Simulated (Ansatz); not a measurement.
HfO$_{2}$:
```
HfO2
1.0
    5.16132     0.00000     0.00000
    0.00000     5.21155     0.00000
   -0.89820     0.00000     5.27675
Hf O
4 8
Direct
  0.27573   0.45712   0.70836
  0.72427   0.54288   0.29164
  0.72427   0.95712   0.79164
  0.27573   0.04288   0.20836
  0.44917   0.74278   0.97665
  0.55083   0.25722   0.02335
  0.55083   0.24278   0.52335
  0.44917   0.75722   0.47665
  0.06711   0.32859   0.34849
  0.93289   0.67141   0.65151
  0.93289   0.82859   0.15151
  0.06711   0.17141   0.84849
```

Relaxed with PBE. Special points in fractions of this cell's reciprocal vectors: Γ (0.000, 0.000, 0.000); Z (0.000, 0.500, 0.000); D (0.000, 0.500, 0.500); B (0.000, 0.000, 0.500); A (-0.500, 0.000, 0.500); E (-0.500, 0.500, 0.500); C2 (-0.500, 0.500, 0.000); Y2 (-0.500, 0.000, 0.000).

List the band energies nearest the valence-band maximum at these points for plane-wave PAW PBE (Ansatz code).

In eV from the valence-band maximum; about four levels below and three above (degenerate sets whole), none deeper than 8.9 eV; points with the same levels are listed once.

| k | below | above |
|---|---|---|
| Γ | -0.55 -0.50 -0.21 0.00 | 4.53 4.99 5.10 |
| Z | -0.82 -0.82 -0.44 -0.44 | 4.94 4.94 5.50 5.50 |
| D | -0.92 -0.92 -0.91 -0.91 -0.66 -0.66 | 4.90 4.90 5.08 5.08 |
| B | -0.84 -0.84 -0.50 -0.50 | 4.71 4.71 5.15 5.15 |
| A | -0.96 -0.96 -0.53 -0.53 | 4.33 4.33 5.45 5.45 |
| E | -1.03 -1.03 -0.73 -0.73 | 4.48 4.48 5.17 5.17 |
| C2 | -0.92 -0.92 -0.59 -0.59 | 4.68 4.68 5.16 5.16 |
| Y2 | -0.75 -0.56 -0.47 -0.08 | 4.04 5.03 5.06 |

Space group P2_1/c. The cell was relaxed with PBE under the symmetry of its start. The run is not spin-polarised. Scalar-relativistic: spin–orbit coupling is off unless named, which matters more the heavier the elements.

Potentials: the later of the program's two PAW sets.
